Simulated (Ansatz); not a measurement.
**Ansatz 0.2.0, relaxation: Cd2ClO2**

input.yaml:

```yaml
crystal:
  lattice:
    - [0.0, 3.763435, 0.0]
    - [3.763435, 0.0, 0.0]
    - [1.881718, 1.881718, -6.25635]
  atoms:
    - { symbol: Cd, position: [0.15, 0.15, 0.7] }
    - { symbol: Cd, position: [0.85, 0.85, 0.3] }
    - { symbol: O, position: [0.75, 0.25, 0.5] }
    - { symbol: O, position: [0.25, 0.75, 0.5] }
    - { symbol: Cl, position: [0.5, 0.5, 0.0] }
  symmetry: { tolerance: 0.0003 }
kpoints:
  mp_grid: { grid: [7, 7, 7], shift: [0, 0, 0] }
magnetization:
  spin_polarized: false
scf:
  occupations: { method: fermi_dirac }
  lower_state_search: "off"
hamiltonian:
  pseudopotentials: { kind: paw }
  xc: pbe
basis:
  ecutwfc: 420
  fft_grid_basis: typed
relax:
  max_steps: 60
  f_tol: 0.03
output:
  forces: true
  stress: true
  eigenvalues: true
  bader: true
  populations: true
  elf: true
  write_potential: true
  volumetric_format: npy
  dos:
    e_range: [-12, 8]
    de: 0.05
    projected: { site_lists: { Cd: [Cd], Cl: [Cl], O: [O] } }
  write_density: true
checkpoint:
  read: saved_state
```

Launch command:

```bash
ansatz run input.yaml --threads 2 --pin off --max-ram 3584MiB --backend cpu --events-out ev --progress --plain --runs-dir out
```

Origin of the cell: a known structure type with other elements, at an estimated volume, so it need not be a known compound.

The smearing width isn't typed, so it takes its default of 0.1 eV.

The saved state is a converged single point of the same cell.

Steps:

```csv
step,ΔF (meV/atom),max force component (eV/Å),SCF iterations,step was
1,0.0,0.899,5,accepted
2,-17.7,0.190,6,accepted
3,-18.5,0.003,6,accepted
4,-18.5,0.003,3,accepted
```

Before:

Space group I4/mmm (No. 139); the run's cell has a = 3.763 Å, b = 3.763 Å, c = 6.799 Å, α = 73.93°, β = 73.93°, γ = 90.00°. Shortest distances: Cd–O 2.26 Å, O–O 2.66 Å, Cd–Cl 3.26 Å.

The relaxed structure.

Space group I4/mmm (No. 139); the run's cell has a = 3.763 Å, b = 3.763 Å, c = 6.799 Å, α = 73.93°, β = 73.93°, γ = 90.00°. Shortest distances: Cd–O 2.21 Å, O–O 2.66 Å, Cd–Cl 3.32 Å, Cd–Cd 3.52 Å.

```
CELL_PARAMETERS angstrom
0.00000 3.76343 0.00000
3.76343 0.00000 0.00000
1.88172 1.88172 -6.25635
ATOMIC_POSITIONS crystal
Cd 0.15810 0.15810 0.68380
Cd 0.84190 0.84190 0.31620
O 0.75000 0.25000 0.50000
O 0.25000 0.75000 0.50000
Cl 0.50000 0.50000 0.00000
```

```
Free energy lowered by  : 18.5 meV/atom
Final pressure          : 2.28 GPa
Relaxation steps listed : 4
```

Caveats: no moments, though an odd count or open d shells may carry them; the SCF threshold is looser than advised for a stress; the relaxation held the start's symmetry, so the end may be a saddle point.

The run took 30 s on 2 threads of Arm Neoverse V1, with other jobs on the host, peak memory 0.43 GiB, from a saved density.
